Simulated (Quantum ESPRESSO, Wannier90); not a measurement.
# Tight-binding from DFT: AlGaAs₂ (R3m)

```yaml
crystal:
  lattice:
    - [-2.00566, 3.47391, 0.00000]
    - [-4.01132, 0.00000, 0.00000]
    - [-2.00566, 1.15797, 6.54588]
  atoms:
    - { symbol: Al, position: [0.00024, 0.00024, 0.99928] }
    - { symbol: Ga, position: [0.49986, 0.49986, 0.50041] }
    - { symbol: As, position: [0.87516, 0.87516, 0.37453] }
    - { symbol: As, position: [0.37472, 0.37472, 0.87583] }
```

Materials Project entry mp-1228891; symmetrised, unrelaxed at this level. Not found in the COD (Crystallography Open Database) copy used; not checked further. Method: PBEsol plane waves in Quantum ESPRESSO 7.5 (PseudoDojo norm-conserving files, 68 Ry, spinors with spin-orbit coupling), Bloch states on a 4×4×4 mesh through Γ, Wannier90 4.0.1. Density: 10×10×10 mesh, Gaussian smearing 0.01 Ry.

Valence charges of the files: Al 3, Ga 13, As 15. 82 bands were computed.

Isolated groups of bands, relative to the valence-band maximum (bands from 47 on overlap up to the last one computed):

| bands | from (eV) | to (eV) | filling | weight on atomic waves |
|---|---|---|---|---|
| 1–8 | -35.50 | -35.33 | filled | As 3d 100 % |
| 9–20 | -34.77 | -34.60 | filled | As 3d 100 % |
| 21–24 | -14.99 | -14.92 | filled | Ga 3d 99 % |
| 25–30 | -14.57 | -14.46 | filled | Ga 3d 99 % |
| 31–34 | -12.40 | -10.13 | filled | As 4s 61 %, Al 3p 12 %, Ga 4p 12 % |
| 35–46 | -6.59 | 0.00 | filled | As 4p 61 %, Ga 4p 12 %, Al 3p 11 % |

Wanted is a model with the orbitals Al s p, Ga s p, As s p, without the filled groups that are mainly made of other shells (semicore states, and anion s where it isn't named); all higher bands stay in for disentanglement.

**Question.** Give num_wann, exclude_bands and num_bands, and the number of electrons that the model holds.

**Answer.** Electrons: 1×3 + 1×13 + 2×15 = 46, which fill 46 bands.
num_wann = 2 × (1×4 + 1×4 + 2×4) = 32.
exclude_bands = 1-30, 30 bands, so num_bands = 82 − 30 = 52.
The model holds 46 − 1×30 = 16 electrons. With the window frozen to 2.21 eV it follows pw.x to 23 meV rms (states up to 1.7 eV relative to the valence-band maximum).
